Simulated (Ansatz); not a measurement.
BAs in space group P4_2/mnm (No. 136; B on 4g, As on 4f), plane-wave PAW PBE (Ansatz code), all energies at zero smearing, with the estimated change up to a 700 eV cutoff added, with one set of potentials and settings (totals compare only within such a set). Cell of 8 atoms (4 B, 4 As): -20047.506 eV.

| element | reference phase | E (eV/atom) |
|---|---|---|
| B | R-3m, 12 atoms in the cell | -155.9170 |
| As | R-3m, 2 atoms in the cell | -4856.1443 |

Formation energy per atom, worked out: (-20047.506 − 4×(-155.9170) − 4×(-4856.1443))/8 = 0.092 eV/atom (9 kJ per mol of atoms), at 0 K, without zero-point energy or fitted corrections.

The start of the workflow was typed in or built on a structure type; neither database checked (COD, Materials Project) lists it. It is not the phase usual at ambient conditions (space group No. 216). The PBE relaxation kept the symmetry of its start; its stability against distortions is not shown here. The references are the lowest solids computed at this level, not always the standard phases.

Potentials: the earlier of the program's two PAW sets.
